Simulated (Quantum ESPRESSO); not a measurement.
## Kohn-Sham bands of Li₃BrO (anti-perovskite)

```
Li3BrO
1.0
    3.94864     0.00000     0.00000
    0.00000     3.94864     0.00000
    0.00000     0.00000     3.94864
Li Br O
3 1 1
Direct
  0.50000   0.00000   0.00000
  0.00000   0.50000   0.00000
  0.00000   0.00000   0.50000
  0.50000   0.50000   0.50000
  0.00000   0.00000   0.00000
```

Cell from Materials Project (mp-28593), symmetrised, no further relaxation. COD (Crystallography Open Database) has an entry of this formula and space group (matched by these alone). Level: PBEsol, spinors with spin-orbit coupling; pw.x of Quantum ESPRESSO at 68 Ry with PseudoDojo potentials, 6×6×6 k-points, Wannier90. Density: 8×8×8 mesh, Gaussian smearing 0.01 Ry.

List the Kohn-Sham levels between −8 and 7.3 eV relative to the valence-band maximum at the high-symmetry points, as a band run of pw.x on that density gives them (levels within 2 meV counted together).


```
point  k (reciprocal lattice)                                                                                                        levels (eV)
-----  ----------------------  -----------------------------------------------------------------------------------------------------------------
Γ           0.000 0.000 0.000                                               -3.24 (×2), -2.92 (×4), -0.57 (×2), -0.37 (×4), 4.45 (×2), 6.06 (×4)
X           0.000 0.500 0.000                       -3.75 (×2), -2.33 (×2), -2.03 (×2), -1.27 (×2), -1.26 (×2), -1.13 (×2), 5.59 (×2), 6.06 (×2)
M           0.500 0.500 0.000  -4.30 (×2), -4.08 (×2), -1.89 (×2), -1.05 (×2), -0.05 (×2), 0.00 (×2), 4.29 (×2), 5.91 (×2), 7.15 (×2), 7.16 (×2)
R           0.500 0.500 0.500                                                                     -4.02 (×2), -3.65 (×4), -0.96 (×2), -0.94 (×4)
```
